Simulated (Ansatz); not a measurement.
GaAs (zinc blende)

```xyz
4
Lattice="0.0000 5.7461 5.7461 2.8730 0.0000 2.8730 2.8730 2.8730 0.0000" Properties=species:S:1:pos:R:3 pbc="T T T"
As     4.3096     4.3096     4.3096
As     4.3096     7.1826     7.1826
Ga     0.0000     0.0000     0.0000
Ga     2.8730     5.7461     2.8730
```

The atoms are displaced by Q × the pattern below (from a DFPT mode at L = (0.5, 0.0, 0.0), largest move 1; Q in Å), at fixed cell. (q is in reciprocal vectors of the primitive cell; the cell shown is doubled to hold the pattern.)

```
atom       x       y       z
----  ------  ------  ------
As1   -0.577   0.577   0.577
As2    0.577  -0.577  -0.577
Ga3   -0.545   0.545   0.545
Ga4    0.545  -0.545  -0.545
```

Method: PBE (plane waves to 420 eV, PAW, scalar-relativistic; Ansatz, an electronic-structure program). k mesh 5×10×10 (Γ-centred), Fermi-Dirac smearing 0.05 eV. As the smearing reaches across the gap at some points, energies and forces of such displacements shift with the k mesh and the smearing. GaAs was relaxed with its symmetry unable to fall. The PAW data are Ansatz's earlier set.

At one point of the scan the forces (eV/Å) are:

```csv
atom,Fx,Fy,Fz
As1,0.801,-0.801,-0.801
As2,-1.147,1.147,1.147
Ga3,1.016,-1.016,-1.016
Ga4,-0.670,0.670,0.670
```

**Question.** Which point is it?
(A) Q = 0.090 Å
(B) Q = 0.180 Å
(C) Q = 0.060 Å
(D) Q = 0.150 Å

**Answer.** B, Q = 0.180 Å

(A displaced cell: forces are minus the slopes of the energy, force constants its curvatures, and phonons follow from these.)
